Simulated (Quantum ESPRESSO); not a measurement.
# Ti2W3Cu2Pd: different elements on one site, starting from this cell

Computed values, not a measurement. The program is pw.x of Quantum ESPRESSO 7.5 (plane-wave density functional theory). The cell is made up: eight metal atoms on a hexagonal close-packed lattice, with elements, volume, strain and displacements drawn at random and not relaxed, so it may be unstable or far from any real phase. PseudoDojo standard norm-conserving files set the functional (PBE unless stated); there is no spin polarisation or spin-orbit coupling, the Fermi-Dirac width of 0.25 eV means electrons at about 2900 K, and the masses in the input are unused placeholders. The copper pseudopotential is less sure than most, with forces differing by about three percent and pressure by about two GPa from a second method on plain copper. The tin pseudopotential is less sure than most, with forces differing by about three percent from a second method on plain tin. Heavy elements are run without spin-orbit coupling, which real alloys of them have. A spin test at this wide smearing found no moment, but such smearing suppresses magnetism that the real alloy may have.

The runs put different elements on site 8. Cell, positions, cutoff, mesh and smearing stay as in the input of run 1; sites are counted in its order. Stress in the tables is positive in tension.

Input of run 1:

```
&control calculation='scf', pseudo_dir='./dojo.nc.sr.pbe.v0_5.standard.upf', outdir='./o', disk_io='minimal', tprnfor=.true., tstress=.true. /
&system ibrav=0, nat=8, ntyp=4, nbnd=77, ecutwfc=92.02030273, nosym=.true., tot_charge=0,
 occupations='smearing', smearing='fd', degauss=0.0183746611
/
&electrons conv_thr=1.470e-08, electron_maxstep=70, mixing_beta=0.5 /
ATOMIC_SPECIES
Cu 1.0 Cu.upf
Pd 1.0 Pd.upf
Ti 1.0 Ti.upf
W 1.0 W.upf
CELL_PARAMETERS angstrom
-2.8859 0.039 -0.049
-0.079 0.012 -4.5982
0.1351 -9.9534 0.0258
ATOMIC_POSITIONS angstrom
Ti 0.0067 -0.0339 -0.0416
W 0.1114 -5.0338 0.0192
Ti -0.0121 -3.2966 -2.2468
W 0.0488 -8.2953 -2.2988
Cu -1.441 -2.4271 0.0048
Cu -1.3235 -7.4439 -0.0282
Pd -1.4808 -0.7799 -2.346
W -1.3361 -5.7875 -2.2889
K_POINTS automatic
8 5 3 1 1 1
```

```
run  elements on sites 1 to 8  -TS (eV)  pressure (GPa)  stress xx (GPa)  stress yy (GPa)  stress zz (GPa)  stress yz (GPa)  stress xz (GPa)  stress xy (GPa)  iterations
  1      Ti W Ti W Cu Cu Pd W    -1.795          -11.75            13.61            11.46            10.18            -0.30             0.37            -0.64          24
  2     Ti W Ti W Cu Cu Pd Rh    -1.774          -16.09            18.23            14.68            15.36            -0.28             1.18            -0.90          21
  3     Ti W Ti W Cu Cu Pd Sn    -1.614           -5.06             5.26             5.70             4.23            -0.56             1.23            -0.83          21
  4     Ti W Ti W Cu Cu Pd Ti    -1.897          -10.41            11.93             9.75             9.54            -0.33             0.68            -0.96          24
  5     Ti W Ti W Cu Cu Pd Al    -1.669          -13.10            14.42            12.27            12.60            -0.43             1.24            -0.83          23
```

Forces Fx Fy Fz (eV/Å):

```
site              run 1              run 2              run 3              run 4              run 5
   1     0.11 0.04 0.07     0.09 0.17 0.07     0.10 0.26 0.07     0.12 0.11 0.07     0.10 0.24 0.07
   2     0.19 0.21 0.14     0.18 0.19 0.03     0.32 1.69 0.19     0.26 0.56 0.11     0.26 0.68 0.09
   3   -0.18 0.18 -0.08   -0.13 0.03 -0.06   -0.11 0.72 -0.08   -0.08 0.39 -0.09   -0.13 0.05 -0.09
   4     0.05 0.72 0.00     0.03 0.92 0.01   0.06 -0.66 -0.04    0.02 0.41 -0.01    0.05 0.34 -0.02
   5   0.04 -0.34 -0.02   0.03 -0.52 -0.03   0.03 -0.43 -0.03   0.03 -0.36 -0.03   0.03 -0.41 -0.03
   6   -0.03 -0.31 0.11   -0.03 -0.06 0.08   -0.03 -0.68 0.08   -0.02 -0.30 0.09   -0.02 -0.13 0.05
   7   -0.05 -0.30 0.02   -0.04 -0.30 0.02   -0.05 -0.32 0.02   -0.05 -0.31 0.02   -0.04 -0.31 0.02
   8  -0.13 -0.19 -0.24  -0.13 -0.43 -0.11  -0.33 -0.58 -0.21  -0.28 -0.49 -0.16  -0.24 -0.46 -0.10
```

Energies are left out, as each element's file has its own zero. A rerun of one cell of this series at a higher cutoff and on a denser mesh moved values by no more than 0.002 eV in energy, 0.02 GPa in stress and 0.005 eV/Å in force, and a second program with other atomic files agreed on that cell to 2 % rms in force and 0.5 GPa in pressure.